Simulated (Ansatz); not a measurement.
Nb3Sn (A15, Cr3Si type)

```
CELL_PARAMETERS angstrom
      5.31932     0.00000     0.00000
      0.00000     5.31932     0.00000
      0.00000     0.00000     5.31932
ATOMIC_POSITIONS crystal
  Nb 0.25000 0.00000 0.50000
  Nb 0.75000 0.00000 0.50000
  Nb 0.00000 0.50000 0.25000
  Nb 0.00000 0.50000 0.75000
  Nb 0.50000 0.25000 0.00000
  Nb 0.50000 0.75000 0.00000
  Sn 0.00000 0.00000 0.00000
  Sn 0.50000 0.50000 0.50000
```

The slice is a {110} plane (indices of the conventional cell) through the point (0.750, 0.000, 0.500) (fractional), spanned by u = [100] and v = [011] in vectors of this cell: u (5.32 Å) and v (7.52 Å, at 90° to u). It covers one period; positions are fractions (u, v).

Calculation: PBE (plane waves to 420 eV, PAW, scalar-relativistic; Ansatz, a first-principles code). k mesh 9×9×9. These are valence fields of a PAW run, semicore shells included where kept as valence: close to a nucleus they are smooth pseudo fields. Nb3Sn is run without spin polarisation. Nb3Sn was relaxed with its symmetry unable to fall.

Three fields on this plane, each scaled to ten steps between its own extremes (0 low, 9 high; the total valence density on a logarithmic scale, the potential cut 8 eV below its top; x marks points blanked near nuclei; v = 0 in the bottom row):

Map A
```
|xxxx868xxxxxxx868xxx|
|xxxx646xxxxxxx646xxx|
|xxx53235xxxxx53235xx|
|76421112467642111246|
|11110101111111010111|
|00000100000000010000|
|00011211000001121100|
|00124442100012444210|
|01247874210124787421|
|0136xxx6310136xxx631|
|1136xxx6311136xxx631|
|11368986311136898631|
|11357775311135777531|
|11346664311134666431|
|11357775311135777531|
|11368986311136898631|
|1136xxx6311136xxx631|
|0136xxx6310136xxx631|
|01247874210124787421|
|00124442100012444210|
|00011211000001121100|
|00000100000000010000|
|11110101111111010111|
|76421112467642111246|
|xxx53235xxxxx53235xx|
|xxxx646xxxxxxx646xxx|
|xxxx868xxxxxxx868xxx|
|xxxx969xxxxxxx969xxx|
```

Map B
```
|xxxx010xxxxxxx010xxx|
|xxxx030xxxxxxx030xxx|
|xxx04640xxxxx04640xx|
|00157875100015787510|
|55688988655568898865|
|99888788899988878889|
|99865456899986545689|
|98630003689863000368|
|87400000478740000047|
|7620xxx0267620xxx026|
|8620xxx0268620xxx026|
|87400000478740000047|
|98620002689862000268|
|99641014699964101469|
|98620002689862000268|
|87400000478740000047|
|8620xxx0268620xxx026|
|7620xxx0267620xxx026|
|87400000478740000047|
|98630003689863000368|
|99865456899986545689|
|99888788899988878889|
|55688988655568898865|
|00157875100015787510|
|xxx04640xxxxx04640xx|
|xxxx030xxxxxxx030xxx|
|xxxx010xxxxxxx010xxx|
|xxxx000xxxxxxx000xxx|
```

Map C
```
|xxxx333xxxxxxx333xxx|
|xxxx242xxxxxxx242xxx|
|xxx12521xxxxx12521xx|
|21014641012101464101|
|22346764322234676432|
|55554445555555444555|
|76421012467642101246|
|64200000246420000024|
|53101110135310111013|
|4301xxx1034301xxx103|
|5311xxx1135311xxx113|
|75213431257521343125|
|97433333479743333347|
|98644444689864444468|
|97433333479743333347|
|75213431257521343125|
|5311xxx1135311xxx113|
|4301xxx1034301xxx103|
|53101110135310111013|
|64200000246420000024|
|76421012467642101246|
|55554445555555444555|
|22346764322234676432|
|21014641012101464101|
|xxx12521xxxxx12521xx|
|xxxx242xxxxxxx242xxx|
|xxxx333xxxxxxx333xxx|
|xxxx444xxxxxxx444xxx|
```

Task: Assign the maps to these fields: electron localisation function (ELF); valence electron density; electrostatic potential energy of an electron, from the cell's mean.

Result: A is the valence electron density; B is the electrostatic potential energy of an electron, from the cell's mean; C is the electron localisation function (ELF).
